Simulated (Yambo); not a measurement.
Yambo run on K₂NaRhF₆ (space group Fm-3m, No. 225). The wavefunctions come from this Quantum ESPRESSO step (PBEsol, PseudoDojo standard norm-conserving files, scalar-relativistic):

```
&CONTROL
  calculation = 'nscf'
  pseudo_dir = './pseudo'
  outdir = './out'
/
&SYSTEM
  ibrav = 0
  nat = 10
  ntyp = 4
  ecutwfc = 88.0
  ecutrho = 352.0
  occupations = 'fixed'
  force_symmorphic = .true.
  nbnd = 301
/
&ELECTRONS
  conv_thr = 1e-08
  diago_full_acc = .true.
  diago_thr_init = 1e-08
/
ATOMIC_SPECIES
F 18.9984 F.upf
Na 22.9898 Na.upf
K 39.0983 K.upf
Rh 102.9055 Rh.upf
CELL_PARAMETERS angstrom
  0.000000000000   4.259855000000   4.259855000000
  4.259855000000   0.000000000000   4.259855000000
  4.259855000000   4.259855000000   0.000000000000
ATOMIC_POSITIONS crystal
F   0.763870000000   0.236130000000   0.236130000000
F   0.236130000000   0.763870000000   0.763870000000
F   0.236130000000   0.763870000000   0.236130000000
F   0.763870000000   0.236130000000   0.763870000000
F   0.236130000000   0.236130000000   0.763870000000
F   0.763870000000   0.763870000000   0.236130000000
Na   0.500000000000   0.500000000000   0.500000000000
K   0.750000000000   0.750000000000   0.750000000000
K   0.250000000000   0.250000000000   0.250000000000
Rh   0.000000000000   0.000000000000   0.000000000000
K_POINTS automatic
2 2 2 0 0 0
```

Yambo input:

```
rim_cut
gw0
dyson
el_el_corr
HF_and_locXC
ppa
em1d
RandQpts= 1000000
RandGvec= 1 Ry
EXXRLvcs= 88 Ry
VXCRLvcs= 352 Ry
Chimod= "HARTREE"
% BndsRnXp
 6 | 299 |
%
NGsBlkXp= 8 Ry
% LongDrXp
 1.0 | 1.0 | 1.0 |
%
PPAPntXp= 27.2114 eV
% GbndRnge
 1 | 299 |
%
GTermKind= "BG"
DysSolver= "n"
ExtendOut
% QPkrange
 1 | 1 | 43 | 44 |
 2 | 2 | 43 | 44 |
 3 | 3 | 43 | 44 |
%
```

k points by index: 1 = Γ, 2 = L, 3 = X.

Table of the .qp output:

```
#    K-point    Band    Eo [eV]    E [eV]    E-Eo [eV]    Vxc [eV]    Vnlxc [eV]    Sc|Eo [eV]    Sc|E [eV]    dSc/dw|Eo [eV]    Re(Z)    Im(Z)
#
    1    43    -0.185888    -1.802467    -1.616578    -22.63211    -29.00259    4.358289    4.753902    -6.658318    0.803410    -0.001806
    1    44    2.157602    4.468740    2.311137    -23.94013    -17.97381    -3.103458    -3.655183    -6.495591    0.807289    -0.001671
    2    43    -0.087517    -1.694246    -1.606729    -22.92655    -29.32380    4.397788    4.790522    -6.650477    0.803596    -0.001656
    2    44    2.073594    4.361739    2.288145    -23.71393    -17.76466    -3.120461    -3.661119    -6.429182    0.808882    -0.001859
    3    43    0.000000    -1.606355    -1.606355    -23.22003    -29.66177    4.442666    4.835382    -6.651787    0.803566    -0.001546
    3    44    1.738024    3.950469    2.212446    -22.54012    -16.57741    -3.251328    -3.750265    -6.136191    0.815991    -0.001366
```
(The two width columns are left out.) Convergence of these settings isn't established.

Spin-orbit coupling is not included.

Geometry of the Materials Project entry, not relaxed at this level.
